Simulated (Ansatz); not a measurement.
YRu2Si2 (space group I4/mmm)

```
CELL_PARAMETERS angstrom
     -2.08274     2.08274     4.76860
      2.08274    -2.08274     4.76860
      2.08274     2.08274    -4.76860
ATOMIC_POSITIONS crystal
  Y  0.00000 0.00000 0.00000
  Si 0.36697 0.36697 0.00000
  Si 0.63303 0.63303 0.00000
  Ru 0.25000 0.75000 0.50000
  Ru 0.75000 0.25000 0.50000
```

The slice is a (1 0 -1) plane (indices of the conventional cell) through the point (0.367, 0.367, 0.000) (fractional), spanned by u = [101] and v = [121] in vectors of this cell: u (4.17 Å) and v (10.41 Å, at 90° to u). It covers one period; positions are fractions (u, v).

All values below come from r2SCAN (plane waves to 500 eV, PAW, scalar-relativistic; Ansatz, a quantum-chemistry and plane-wave program). k mesh 16×16×16. Inside the PAW spheres the values are not all-electron values, and peaks at nuclei hang on which shells count as valence. YRu2Si2 is run without spin polarisation. YRu2Si2 was relaxed with its symmetry unable to fall.

Task: Predict the map of the valence electron density on the slice.

Result: 
```
|22334444556677776655444433|
|44444455557799997755554444|
|44444444668899998866444444|
|33333344558899998855443333|
|33333333446677776644333333|
|33333333444455554444333333|
|22223333334444444433333322|
|22222233334444444433332222|
|22222222333344443333222222|
|22222222333333333333222222|
|11111122223333333322221111|
|11111122223333333322221111|
|11112222334444444433222211|
|22222233334444444433332222|
|33333333443322223344333333|
|44444444443300003344444444|
|77665544444422224444445566|
|99886655444444444444556688|
|99997755444444444444557799|
|99886644443333333344446688|
|88775544333333333333445577|
|55554433333333333333334455|
|44444433332222222233334444|
|44443333332222222233333344|
|44333333222222222222333333|
|33333322222222222222223333|
|33333322111111111111223333|
|33333322111111111111223333|
|44443333221111111122333344|
|44444433222222222222334444|
|22334444333333333333444433|
|00224444444444444444444422|
```
Scale: ten equal steps from -1.45 (start of '0') to 0.87 (end of '9'), in the order '0123456789'. Values: log₁₀ of the valence density in e/Å³. The map has 13 points along u (two characters each, u = 0 at the left) and 32 along v (v = 0 in the bottom row). The scale is logarithmic, as a density can span decades between atoms and voids.
